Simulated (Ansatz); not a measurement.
A geometry of Ti away from equilibrium: step 3 of the relaxation of a randomly generated symmetric cell of Ti (space group No. 38). Calculation: r2SCAN (plane waves to 500 eV, PAW, scalar-relativistic; Ansatz, a quantum-chemistry and plane-wave program). Γ-centred k-mesh 5×10×10 on the run's cell (coarser than for final values), Fermi–Dirac smearing 0.05 eV. The plane waves were selected for a different cell earlier on the path.

```yaml
crystal:
  lattice:
    - [6.36548, 0.00000, 0.00000]
    - [0.00000, 2.49324, 2.19894]
    - [0.00000, -2.49324, 2.19894]
  atoms:
    - { symbol: Ti, position: [0.50000, 0.02708, 0.02708] }
    - { symbol: Ti, position: [0.00000, 0.11643, 0.11643] }
    - { symbol: Ti, position: [0.70390, 0.56195, 0.56195] }
    - { symbol: Ti, position: [0.29610, 0.56195, 0.56195] }
```

Give the Cartesian forces on all atoms (eV/Å).


```tsv
atom	Fx	Fy	Fz
Ti1	0.00	0.00	1.26
Ti2	0.00	0.00	-0.45
Ti3	1.74	0.00	-0.41
Ti4	-1.74	0.00	-0.41
```

The path ends in P4/mmm (No. 123). No spin polarisation in the result.

The run could not lose the symmetry of its start: the end is stationary, and may be a saddle point rather than a minimum.

The end of the path is a generated cell of Ti: the first start was made by a random draw of sites in a space group, and the end was not matched to a known phase here, so it may be hypothetical. Known forms of Ti include space group No. 194.
